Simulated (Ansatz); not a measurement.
Ta4O (P4/mmm), ideal shear of a crystal plane

Computed with DFT PBEsol, scalar-relativistic, plane waves, PAW in Ansatz 0.2.0. The runs took a 420 eV cutoff, a Γ-centred 14×14×4 mesh and Gaussian smearing (0.15 eV). Spin–orbit coupling is left out, which matters for the heavy elements here. No spin polarisation. Energies are free energies at this smearing, counted from the undisturbed cell; pressure is positive in compression.

The undisturbed cell (relaxed at this level; with this scan's settings it stands at 0.1 GPa; it needn't be the usual structure):

```
Ta O
1.0
    -3.21094    0.00000    0.00000
     0.00000   -3.21094    0.00000
     0.00000    0.00000   14.68397
Ta O
8 2
Direct
  0.00000 0.00000 0.92930
  0.00000 0.00000 0.42930
  0.50000 0.50000 0.07069
  0.50000 0.50000 0.57069
  0.50000 0.50000 0.78791
  0.50000 0.50000 0.28791
  0.00000 0.00000 0.17930
  0.00000 0.00000 0.67930
  0.50000 0.50000 0.92930
  0.50000 0.50000 0.42930
```

The cut lies on the cell's a–b face, a (0 0 1) plane (indices in the standard cell, whose axes needn't be the Cartesian ones shown) of area 10.31 Å², between layers 2.08 Å apart. Vector c is tilted by f times 1·a − 1·b (length 4.541 Å) with the atoms' Cartesian places fixed: one unrelaxed fault a cell. The traction is dγ/du, the slope of γ against the slip u in Å. Some rows repeat others by symmetry and weren't run.

```
     f  γ (mJ/m²) traction (GPa)
0.0000          0             0.0
0.0833        259            14.6
0.1667       1179            34.7
0.2500       2860            51.6
0.3333       4772            46.4
0.4167       6229            28.4
0.5000       6782             0.0
0.5833       6229           -28.4
0.6667       4772           -46.4
0.7500       2860           -51.6
0.8333       1179           -34.7
0.9167        259           -14.6
```

Q: Read off the first barrier and the stress needed to climb it, and compare with Frenkel's sinusoid.

A: The first sampled maximum lies at f = 0.500, a slip of 2.27 Å, with γ ≈ 6782 mJ/m², which stands in for the unstable fault energy γ_us, and the steepest sampled slope before it is 51.6 GPa. A sinusoid γ = γ_us sin²(πu/λ) with its maximum there has λ = 4.54 Å and a largest slope πγ_us/λ = 46.9 GPa (1 mJ/m² per Å = 0.01 GPa). The stand-in is too high: a rotation axis of order three or more passes through this point, so the curvature is the same in every direction of the plane and the point is a peak of the γ-surface, which slip goes round.

Q: Is there a metastable fault on this line?

A: Apart from points where γ returns to about zero, no local minimum shows among the samples, so at this sampling the line offers no fault for a dislocation to split on; a fault can still lie off the line.

The cut is rigid; relaxing the faces lowers these energies and usually the stresses.

No gap shows at this level, though a semilocal functional can close a small gap that the real compound has; without a gap these slopes depend on the k mesh and the smearing.

Cost: 7 runs of about 6.2 core-minutes in all, on AMD EPYC 9R45 (Zen 5) (shared hosts).